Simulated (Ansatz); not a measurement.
HfPt3:
```
CELL_PARAMETERS angstrom
      5.66665     0.00000     0.00000
     -2.83333     4.90746     0.00000
      0.00000     0.00000     9.25703
ATOMIC_POSITIONS crystal
  Hf 0.00000 0.00000 0.00000
  Hf 0.00000 0.00000 0.50000
  Hf 0.33333 0.66667 0.25000
  Hf 0.66667 0.33333 0.75000
  Pt 0.50000 0.00000 0.00000
  Pt 0.50000 0.50000 0.50000
  Pt 0.00000 0.50000 0.00000
  Pt 0.50000 0.00000 0.50000
  Pt 0.50000 0.50000 0.00000
  Pt 0.00000 0.50000 0.50000
  Pt 0.83040 0.66079 0.25000
  Pt 0.16960 0.33921 0.75000
  Pt 0.16960 0.83040 0.75000
  Pt 0.83040 0.16960 0.25000
  Pt 0.33921 0.16960 0.25000
  Pt 0.66079 0.83040 0.75000
```

Relaxed with r²SCAN.

### Question
Map the electron localisation function on the plane through (0.000, 0.000, 0.000) spanned by u = [1, 1, 0] and v = [1, -1, 0] in lattice vectors, from r²SCAN in the plane-wave PAW code Ansatz.

### Answer
x is the fraction of u, y of v (the angle between them is 90°; rows are the nearest grid lines); atoms in the plane: Hf at (0.00, 0.00), Hf at (0.50, 0.50), Pt at (0.25, 0.25), Pt at (0.75, 0.75), Pt at (0.25, 0.75), Pt at (0.75, 0.25), Pt at (0.00, 0.50), Pt at (0.50, 0.00).
```
y \ x   0.000  0.107  0.179  0.286  0.357  0.464  0.536  0.643  0.714  0.821  0.893   1.00
------  -----  -----  -----  -----  -----  -----  -----  -----  -----  -----  -----  -----
1.00    0.751  0.803  0.206  0.350  0.502  0.669  0.669  0.502  0.350  0.206  0.803  0.751
0.925   0.682  0.291  0.115  0.313  0.282  0.493  0.493  0.282  0.313  0.115  0.291  0.682
0.850   0.231  0.337  0.362  0.313  0.267  0.278  0.278  0.267  0.313  0.362  0.337  0.231
0.775   0.301  0.421  0.659  0.680  0.582  0.266  0.266  0.582  0.680  0.659  0.421  0.301
0.700   0.281  0.334  0.591  0.650  0.504  0.295  0.295  0.504  0.650  0.591  0.334  0.281
0.625   0.249  0.293  0.286  0.321  0.298  0.116  0.116  0.298  0.321  0.286  0.293  0.249
0.550   0.662  0.481  0.309  0.139  0.304  0.835  0.835  0.304  0.139  0.309  0.481  0.662
0.450   0.662  0.481  0.309  0.139  0.304  0.835  0.835  0.304  0.139  0.309  0.481  0.662
0.375   0.249  0.293  0.286  0.321  0.298  0.116  0.116  0.298  0.321  0.286  0.293  0.249
0.300   0.281  0.334  0.591  0.650  0.504  0.295  0.295  0.504  0.650  0.591  0.334  0.281
0.225   0.301  0.421  0.659  0.680  0.582  0.266  0.266  0.582  0.680  0.659  0.421  0.301
0.150   0.231  0.337  0.362  0.313  0.267  0.278  0.278  0.267  0.313  0.362  0.337  0.231
0.0750  0.682  0.291  0.115  0.313  0.282  0.493  0.493  0.282  0.313  0.115  0.291  0.682
0.000   0.751  0.803  0.206  0.350  0.502  0.669  0.669  0.502  0.350  0.206  0.803  0.751
```

The density is the valence pseudo-density with augmentation charge, so density and ELF within about 1 Å of a nucleus are not all-electron values.

Space group P6_3/mmc. The workflow started from a Materials Project entry (that database holds measured and hypothetical structures alike); the Crystallography Open Database files this formula in space group No. 194, but the cells were not matched. Its standing as an ambient phase is unchecked. The cell was relaxed with r²SCAN under the symmetry of its start; whether a distortion lowers the energy is not shown. The run is not spin-polarised. Scalar-relativistic: spin–orbit coupling is off unless named, which matters more the heavier the elements.

Potentials: the later of the program's two PAW sets.
